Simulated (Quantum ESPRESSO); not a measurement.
Solid-state NMR card for MgBe₃S₄ (changed cell)

```yaml
crystal:
  lattice:
    - [5.09307, 0.00000, 0.00000]
    - [0.00000, 5.09307, 0.00000]
    - [0.00000, 0.00000, 5.09307]
  atoms:
    - { symbol: Mg, position: [0.00000, 0.00000, 0.00000] }
    - { symbol: S, position: [0.26893, 0.26893, 0.26893] }
    - { symbol: Be, position: [0.00000, 0.50000, 0.50000] }
    - { symbol: S, position: [0.26893, 0.73107, 0.73107] }
    - { symbol: Be, position: [0.50000, 0.00000, 0.50000] }
    - { symbol: S, position: [0.73107, 0.26893, 0.73107] }
    - { symbol: Be, position: [0.50000, 0.50000, 0.00000] }
    - { symbol: S, position: [0.73107, 0.73107, 0.26893] }
```
The cell was made here from a computed Materials Project entry: one of 4 Be replaced by Mg, cell and atoms relaxed (PBE without dispersion, pw.x of a modified build of Quantum ESPRESSO, symmetry kept). The parent is BeS in F-43m; whether this form has been observed was not checked. The swapped cell is a model, not a known phase. Stability against distortions was not tested.

Computed: shieldings by GIPAW with PBE in Quantum ESPRESSO, on JTH PAW datasets, 20 Ha, k-mesh 5×5×5 shifted, f-sum rule met within 0.016 %.

```json
[
 {"site": "Mg (atom 1)", "site symmetry": "-43m", "σ_iso (ppm)": "461", "span Ω (ppm)": "0"},
 {"site": "S (atoms 2, 4, 6, 8)", "site symmetry": "3m", "σ_iso (ppm)": "644", "span Ω (ppm)": "28"},
 {"site": "Be (atoms 3, 5, 7)", "site symmetry": "-42m", "σ_iso (ppm)": "87", "span Ω (ppm)": "2"}
]
```

Ω = σ33 − σ11 of the symmetric part; where symmetry doesn't make it nil, it is less certain than σ_iso.

Shieldings are absolute and leave out the bulk-susceptibility term; a larger σ means a smaller chemical shift. By our sweeps, such settings leave a few ppm in absolute σ. The datasets of Mg, S hold no d projectors, which limits absolute σ on these atoms.
